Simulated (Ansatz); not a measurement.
The start is a relaxed Zr cell, doubled along one cell vector, shaken by Gaussian noise of σ = 0.08 Å a coordinate. The cell and all atomic positions are relaxed at zero pressure with r2SCAN (plane waves to 500 eV, PAW, scalar-relativistic; Ansatz, a quantum-chemistry and plane-wave program). The first steps use a coarse 6×12×4 k-mesh.

Initial structure:
```
CELL_PARAMETERS angstrom
      3.21356    -5.42777     0.00000
      1.60678     2.71389     0.00000
      0.00000     0.00000     8.01362
ATOMIC_POSITIONS crystal
  Zr 0.25295 0.46236 0.30609
  Zr 0.73081 0.50396 0.30869
  Zr 0.21414 0.46214 0.67299
  Zr 0.76507 0.50204 0.70060
  Zr 0.00182 0.99833 0.01312
  Zr 0.48723 0.99407 0.98489
```

Largest initial force: 1.58 eV/Å, on Zr4 (atoms numbered as listed)
Volume change: +1.1 %, from 23.30 to 23.54 Å³/atom
Shortest distances (start → end): The closest pairs of elements (up to four, under 3.6 Å), start → end: Zr–Zr 2.82 → 3.18 Å
Band gap at the end: no gap (metallic)
Optimiser moves: 11

Final values are on a 17×17×17 k-mesh of the relaxed cell. No spin polarisation in the result.

The relaxed structure here is a generated cell of Zr: the first start was made by a random draw of sites in a space group, and the end was not matched to a known phase here, so it may be hypothetical. Known forms of Zr include space group No. 194.
